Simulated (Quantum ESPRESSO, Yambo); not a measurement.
# RhCuO2 under isotropic strain

```
RhCuO2
1.0
    1.53552     0.88653     5.63750
   -1.53552     0.88653     5.63750
    0.00000    -1.77307     5.63750
O Cu Rh
2 1 1
Cartesian
  0.00000   0.00000  15.09200
  0.00000   0.00000   1.82049
  0.00000   0.00000   0.00000
  0.00000   0.00000   8.45624
```

RhCuO2 (space group R-3m, No. 166) under isotropic strain (on all lattice vectors), counted from the cell relaxed with PBEsol, atoms relaxed at each step. PBEsol (Quantum ESPRESSO, PseudoDojo norm-conserving, 92 Ry, no spin-orbit coupling); G0W0 and BSE in Yambo (4×4×4 Γ-centred k mesh, bands 9 to 101 and a 8 Ry block in the screening, 101 bands in G with the Bruneval-Gonze terminator, plasmon pole fitted at 27.2 eV; BSE 8×8×8 mesh, 5 valence and 3 conduction bands, static screening with 40 bands and a 4 Ry block, scissor from each state's G0W0).

| strain (%) | pressure (GPa) | PBEsol gap (eV) | kind | G0W0 direct gap (eV) | lowest vertical BSE state (eV) | RPA ε∞ along x |
|---|---|---|---|---|---|---|
| -3 | 22.7 | 0.84 | near tie | 2.20 at (0.25, -0.5, -0.5) | not resolved | – |
| -1.5 | 10.1 | 0.76 | near tie | 2.05 at (0.25, -0.5, -0.5) | not resolved | – |
| -0.7 | 4.4 | 0.72 | near tie | 1.97 at (0.25, -0.5, -0.5) | not resolved | – |
| 0 | 0.0 | 0.68 | near tie | 1.91 at (0.25, -0.5, -0.5) | not resolved | – |
| +1 | -5.6 | 0.64 | near tie | 1.82 at (0.25, -0.5, -0.5) | not resolved | – |
| +2 | -10.3 | 0.60 | near tie | 1.73 at (0.25, -0.5, -0.5) | not resolved | – |

Between -0.7 % and +1 % the direct gap at (0.25, -0.5, -0.5) has a volume deformation potential dE/dlnV of -2.2 eV in PBEsol; the block changes size in that range, so no G0W0 slope is given.

GW, BSE and RPA settings are held fixed; their convergence isn't established. «Near tie»: competing band extrema lie within 0.03 eV. Strains are linear. The screening block changes size along the series (123 vectors at -3 %, 123 vectors at -1.5 %, 129 vectors at -0.7 %, 129 vectors at +0 %, 137 vectors at +1 %, 137 vectors at +2 %), which puts steps into the G0W0 values. Spin-orbit splittings are left out. The 3d shell has no Hubbard U; the runs are without spin polarisation, and magnetic order was not tried. Axes are Cartesian, with cell vectors (Å) (1.54, 0.89, 5.64), (-1.54, 0.89, 5.64), (0.00, -1.77, 5.64).

With a shallow 3d shell G0W0 needs far more bands and larger blocks than here, so the scissor is uncertain by tenths of an eV or more.
